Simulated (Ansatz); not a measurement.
Here is the system:

TiO2:
```xyz
12
Lattice="4.8045 0.0000 0.0000 0.0000 4.8668 0.0000 -0.8652 0.0000 4.9665" Properties=species:S:1:pos:R:3 pbc="T T T"
Ti     0.7126     2.1680     3.5491
Ti     3.2267     2.6987     1.4174
Ti     2.7941     4.6014     3.9007
Ti     1.1452     0.2653     1.0658
O      1.3111     3.6113     4.7841
O      2.6282     1.2555     0.1824
O      2.1956     1.1779     2.6656
O      1.7437     3.6888     2.3009
O      0.0001     1.5683     1.7500
O      3.9392     3.2985     3.2165
O      4.3717     4.0017     0.7333
O     -0.4324     0.8651     4.2332
```

This is the r²SCAN-relaxed structure. x, y and z are the axes in which the lattice vectors are written.

All from DFT-r²SCAN in the program Ansatz with PAW potentials, unless another level is named. Predict the highest zone-centre frequency (without LO–TO term).

795 cm⁻¹.

Next, the Hill bulk and shear moduli?

187 and 98.7 GPa.

Give the elastic constants (relaxed ions, GPa).

C11 = 361, C22 = 400, C33 = 287, C12 = 141, C13 = 68.5, C23 = 137, C44 = 63.6, C55 = 100, C66 = 125, C15 = 59.3, C25 = 10.9, C35 = -12.3, C46 = 0.2.

Space group P2_1/c. The workflow started from a Materials Project entry (that database holds measured and hypothetical structures alike); the Crystallography Open Database files this formula in space group No. 14, but the cells were not matched. It is not the phase usual at ambient conditions (space group No. 61, 136, 141). The cell was relaxed with r²SCAN under the symmetry of its start; of distortions, only those at the zone centre were tested. No spin polarisation was allowed.

Potentials: the earlier of the program's two PAW sets.
